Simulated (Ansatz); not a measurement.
Relax this structure to zero stress and force, keeping its symmetry:

```cif
data_structure
_symmetry_space_group_name_H-M 'P 1'
_symmetry_Int_Tables_number 1
_cell_length_a 10.8761
_cell_length_b 10.8761
_cell_length_c 10.8761
_cell_angle_alpha 30.114
_cell_angle_beta 30.114
_cell_angle_gamma 30.114
_cell_volume 286.92
loop_
_atom_site_label
_atom_site_type_symbol
_atom_site_fract_x
_atom_site_fract_y
_atom_site_fract_z
_atom_site_occupancy
Zr1 Zr 0.62238 0.96295 0.29184 1
Zr2 Zr 0.12379 0.46767 0.78449 1
Zr3 Zr 0.96295 0.29184 0.62238 1
Zr4 Zr 0.46767 0.78449 0.12379 1
Zr5 Zr 0.29184 0.62238 0.96295 1
Zr6 Zr 0.78449 0.12379 0.46767 1
Zr7 Zr 0.03705 0.70816 0.37762 1
Zr8 Zr 0.53233 0.21551 0.87621 1
Zr9 Zr 0.37762 0.03705 0.70816 1
Zr10 Zr 0.87621 0.53233 0.21551 1
Zr11 Zr 0.70816 0.37762 0.03705 1
Zr12 Zr 0.21551 0.87621 0.53233 1
O1 O 0.50000 0.50000 0.50000 1
O2 O 0.25006 0.25006 0.25006 1
O3 O 0.74994 0.74994 0.74994 1
```

All numbers below come from Ansatz, DFT r2SCAN, scalar-relativistic, plane waves, PAW.

Settings: cutoff 500 eV, Γ-centred mesh 6×6×6 on the computed 15-atom cell, Gaussian smearing of 0.10 eV; no spin polarisation.

Q: What does it relax to?

A: The volume rises by 0.01 Å³/atom to 19.13 Å³/atom, and the energy changes by under 0.1 meV/atom. Final structure:
Space group R-3:H (No. 148). a = 5.653 Å, b = 5.653 Å, c = 31.112 Å, α = 90.00°, β = 90.00°, γ = 120.00°
```tsv
atom	site	symmetry	x	y	z
Zr	18f	1	0.6677	0.6635	0.0410
Zr	18f	1	0.0078	0.3317	0.2080
O	3b	-3.	0.3333	0.6667	0.1667
O	6c	3.	0.6667	0.3333	0.0834
```

Course of the relaxation (steps run on the plane waves of an earlier cell, and the basis is chosen afresh near the end, so energy and pressure can step there; trial steps that raised the energy were taken back; energies are free energies):

| step | E − E_final (meV/atom) | largest force component (eV/Å) | P (GPa) | V (Å³/atom) |
| --- | --- | --- | --- | --- |
| 1 | 0.0 | 0.028 | 0.00 | 19.13 |
| 2 | 2.2 | 0.263 | -0.61 | 19.26 |
| 3 | 0.0 | 0.006 | 0.04 | 19.13 |
| 4 | 0.0 | 0.007 | -0.03 | 19.14 |
| 5 | 0.0 | 0.001 | 0.00 | 19.13 |
| 6 | 0.0 | 0.001 | 0.00 | 19.13 |

Cost: 1 run of about 7.9 core-minutes, on Oxide Virtual Turin-like Processor (Zen 5) (shared hosts).